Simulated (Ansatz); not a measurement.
PbS (zinc blende, F-43m) at seven volumes, plane-wave PAW r²SCAN (Ansatz code), scaled uniformly. One row is withheld.

```json
[
 {"V (Å³/atom)": "32.724", "P (GPa)": "4.41"},
 {"V (Å³/atom)": "33.802", "P (GPa)": "2.71"},
 {"V (Å³/atom)": "34.881", "P (GPa)": "1.25"},
 {"V (Å³/atom)": "35.960", "P (GPa)": "0.00"},
 {"V (Å³/atom)": "37.039", "P (GPa)": "-1.07"},
 {"V (Å³/atom)": "38.118", "P (GPa)": "-1.99"},
 {"V (Å³/atom)": "39.196", "P (GPa)": "?"}
]
```

Fit the shown pressures and predict the withheld one.

P = (3/2)B₀(x^(7/2) − x^(5/2))[1 + (3/4)(B′ − 4)(x − 1)] with x = (V₀/V)^(2/3). Least squares on the six rows gives V₀ = 35.961 Å³/atom, B₀ = 38.5 GPa, B′ = 4.11. At V = 39.196, x = 0.9442 and P = -2.78 GPa. The run itself gave -2.77 GPa.

The cell is a constructed one: a structure type filled with these elements; neither database checked (COD, Materials Project) lists it. It is not the phase usual at ambient conditions (space group No. 225). The r²SCAN relaxation kept the symmetry of its start. At this level the phase is dynamically unstable (imaginary phonons). Spin–orbit coupling is left out wherever it is not named.

Potentials: the later of the program's two PAW sets.
